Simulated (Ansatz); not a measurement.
CdS (zinc blende)

Space group F-43m (No. 216); a = 5.9271 Å, b = 5.9271 Å, c = 5.9271 Å, α = 90.00°, β = 90.00°, γ = 90.00°

```tsv
atom	site	symmetry	x	y	z
S	4c	-43m	0.2500	0.2500	0.2500
Cd	4a	-43m	0.0000	0.0000	0.0000
```
(The calculation used a cell of 2 atoms; values per cell refer to that cell.)

E(V) scan at fixed shape, V₀ the volume above. Symmetry pins the atoms to their sites.

Calculation: PBE (plane waves to 420 eV, PAW, scalar-relativistic; Ansatz, an electronic-structure program). k mesh 10×10×10 (Γ-centred), Fermi-Dirac smearing 0.05 eV. The energy includes the smearing's −TS. Compression counts positive. CdS was relaxed with its symmetry unable to fall. The PAW data are Ansatz's earlier set. ΔE is measured from the relaxed starting cell.

```
a (Å)   P (GPa)  ΔE (kJ/mol of atoms)
------  -------  --------------------
5.5924        …                     …
5.6798      9.2                     …
5.7646      5.4                  3.13
5.8470      2.4                  0.72
5.9271      0.0                  0.00
6.0051     -1.9                  0.62
6.0811     -3.4                  2.32
6.1553     -4.7                  4.87
6.2277     -5.6                  8.11
```

Question: What belongs in the gaps?

Answer: 
- 5.5924, P (GPa): 13.9
- 5.5924, ΔE (kJ/mol of atoms): 14.81
- 5.6798, ΔE (kJ/mol of atoms): 7.65

(Under strain, the slope of the energy per volume gives the stress and its curvature an elastic modulus.)
